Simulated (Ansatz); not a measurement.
This run works on a generated trial structure, not on a known crystal.

Input and command of a plane-wave DFT calculation in Ansatz:

```yaml
crystal:
  lattice:
    - [-2.0571707995, 2.1133303371, 8.4879848636]
    - [2.0571707995, -2.1133303371, 8.4879848636]
    - [2.0571707995, 2.1133303371, -8.4879848636]
  atoms:
    - { symbol: Ge, position: [0.371557568, 0.371557568, 0.0] }
    - { symbol: Ge, position: [0.2299189586, 0.7299189586, 0.5] }
    - { symbol: Ge, position: [0.5277805498, 0.5277805498, 0.0] }
    - { symbol: Te, position: [0.7525530918, 0.2525530918, 0.5] }
    - { symbol: Te, position: [0.0266568198, 0.0266568198, 0.0] }
    - { symbol: O, position: [0.3415340819, 0.8415340819, 0.5] }
basis:
  ecutwfc: 500
kpoints:
  mp_grid: { grid: [10, 10, 10] }
hamiltonian:
  xc: r2scan
scf:
  occupations: { method: gaussian, width: 0.1 }
output:
  forces: true
  stress: true
  eigenvalues: true
```

```bash
ansatz run input.yaml --threads 1 --pin off --max-ram 2560MiB --backend cpu --events-out ev --progress --plain --runs-dir out
```

Processor: Intel(R) Xeon(R) 6975P-C (Granite Rapids), 1 thread, on a host shared with other jobs.

Task: Estimate time, memory and problem size.

Result: About 79 s, peak memory 1.4 GiB. It solves 48 bands at 171 k points (after reduction by symmetry) with about 3771 plane waves, in 8 SCF iterations.
